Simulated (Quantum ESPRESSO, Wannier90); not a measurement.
Wannier functions of Mg2Si (Fm-3m)

```xyz
3
Lattice="0.0000 3.1698 3.1698 3.1698 0.0000 3.1698 3.1698 3.1698 0.0000" Properties=species:S:1:pos:R:3 pbc="T T T"
Mg     1.5849     1.5849     1.5849
Mg    -1.5849    -1.5849    -1.5849
Si     0.0000     0.0000     0.0000
```

Materials Project entry mp-1367; symmetrised, unrelaxed at this level. COD (Crystallography Open Database) has an entry of this formula and space group (matched by these alone). Level: PBEsol, no spin polarisation, no spin-orbit coupling; pw.x of Quantum ESPRESSO at 68 Ry with PseudoDojo potentials, 8×8×8 k-points, Wannier90. Density: 8×8×8 mesh, cold smearing 0.01 Ry. The gap is small at this level and was sampled on the meshes and a path alone.

Valence charges of the files: Mg 10, Si 4. 29 bands were computed.

Isolated groups of bands, relative to the valence-band maximum (bands from 13 on overlap up to the last one computed):

```json
[
 {"bands": "1–2", "from (eV)": "-75.67", "to (eV)": "-75.67", "filling": "filled", "weight on atomic waves": "Mg 2s 99 %"},
 {"bands": "3–8", "from (eV)": "-42.62", "to (eV)": "-42.59", "filling": "filled", "weight on atomic waves": "Mg 2p 100 %"},
 {"bands": "9", "from (eV)": "-9.15", "to (eV)": "-7.09", "filling": "filled", "weight on atomic waves": "Si 3s 70 %, Mg 3s 27 %"},
 {"bands": "10–12", "from (eV)": "-4.80", "to (eV)": "0.00", "filling": "filled", "weight on atomic waves": "Si 3p 75 %, Mg 3s 15 %, Si 3s 4 %"}
]
```

Wanted is a model with the orbitals Mg s p, Si s p, without the filled groups that are mainly made of other shells (semicore states, and anion s where it isn't named); all higher bands stay in for disentanglement.

Task: Give num_wann, exclude_bands and num_bands, and the number of electrons that the model holds.

Result: Electrons: 2×10 + 1×4 = 24, which fill 12 bands.
num_wann = 2×4 + 1×4 = 12.
exclude_bands = 1-8, 8 bands, so num_bands = 29 − 8 = 21.
The model holds 24 − 2×8 = 8 electrons. With the window frozen to 1.62 eV it follows pw.x to 8.1 meV rms (states up to 1.1 eV relative to the valence-band maximum).
